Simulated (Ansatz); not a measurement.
Ca3Si4Ir4:
Space group I-43m (No. 217); a = 7.421 Å, b = 7.421 Å, c = 7.421 Å, α = 90.00°, β = 90.00°, γ = 90.00°

```json
[
 {"atom": "Si", "site": "8c", "symmetry": ".3m", "x": "0.3167", "y": "0.3167", "z": "0.3167"},
 {"atom": "Ir", "site": "8c", "symmetry": ".3m", "x": "0.1390", "y": "0.1390", "z": "0.1390"},
 {"atom": "Ca", "site": "6b", "symmetry": "-42.m", "x": "0.0000", "y": "0.0000", "z": "0.5000"}
]
```
(The calculation used a cell of 11 atoms; values per cell refer to that cell.)

Relaxed with r²SCAN.

Tabulate the valence density and the electron localisation function along the shortest Si–Ir contact (2.28 Å), r²SCAN in the plane-wave PAW code Ansatz.



| distance from Si (Å) | density (e/Å³) | ELF |
|---|---|---|
| 0.23 | 0.09 | 0.35 |
| 0.34 | 0.18 | 0.29 |
| 0.46 | 0.30 | 0.38 |
| 0.57 | 0.43 | 0.56 |
| 0.69 | 0.55 | 0.70 |
| 0.80 | 0.62 | 0.76 |
| 0.91 | 0.67 | 0.73 |
| 1.03 | 0.70 | 0.64 |
| 1.14 | 0.78 | 0.49 |
| 1.26 | 0.95 | 0.39 |
| 1.37 | 1.33 | 0.39 |
| 1.48 | 2.15 | 0.47 |
| 1.60 | 3.53 | 0.58 |
| 1.71 | 5.32 | 0.65 |
| 1.83 | 7.10 | 0.67 |
| 1.94 | 8.38 | 0.61 |
| 2.06 | 8.92 | 0.49 |

The density is the valence pseudo-density with augmentation charge, so density and ELF within about 1 Å of a nucleus are not all-electron values.

The workflow started from an entry of the Crystallography Open Database (COD). Whether it is the stable phase at ambient conditions was not checked. The cell was relaxed with r²SCAN under the symmetry of its start; whether a distortion lowers the energy is not shown. No spin polarisation was allowed. Scalar-relativistic: spin–orbit coupling is off unless named, which matters more the heavier the elements.

Potentials: the later of the program's two PAW sets.
